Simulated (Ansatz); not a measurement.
BIr:
```cif
data_BIr
_chemical_formula_sum 'B1 Ir1'
_space_group_name_H-M_alt 'P-6m2'
_space_group_IT_number 187
_space_group_name_Hall 'P -6 2'
_cell_length_a 3.01912
_cell_length_b 3.01912
_cell_length_c 2.69470
_cell_angle_alpha 90.000
_cell_angle_beta 90.000
_cell_angle_gamma 120.000
loop_
_atom_site_label
_atom_site_type_symbol
_atom_site_symmetry_multiplicity
_atom_site_Wyckoff_symbol
_atom_site_fract_x
_atom_site_fract_y
_atom_site_fract_z
_atom_site_occupancy
B1 B 1 b 0.00000 0.00000 0.50000 1
Ir1 Ir 1 e 0.66667 0.33333 0.00000 1
```

Relaxed at zero pressure with PBEsol in the plane-wave PAW code Ansatz.

Problem. The volume is raised by 9 % and shape and atoms relax at that volume. What pressure results, and how do the axes share the change?

Solution. -22.8 GPa; a 3.6 %, b 3.6 %, c 1.7 %; the energy rises by 74 meV/atom.

Problem. Give the new structure.

Solution. 
Space group P-6m2 (No. 187); a = b = 3.126 Å, c = 2.739 Å, α = β = 90.00°, γ = 120.00°

| atom | site | symmetry | x | y | z |
|---|---|---|---|---|---|
| B | 1b | -6m2 | 0.0000 | 0.0000 | 0.5000 |
| Ir | 1e | -6m2 | 0.6667 | 0.3333 | 0.0000 |

The phase is kept; no other phase was compared at this pressure.

The workflow started from a Materials Project entry (that database holds measured and hypothetical structures alike); the Crystallography Open Database copy checked does not list it. Its standing as an ambient phase is unchecked. Symmetry was held in the PBEsol relaxation. At this level the phase is mechanically unstable. No spin polarisation was allowed. Scalar-relativistic: spin–orbit coupling is off unless named, which matters more the heavier the elements.

Potentials: the later of the program's two PAW sets.
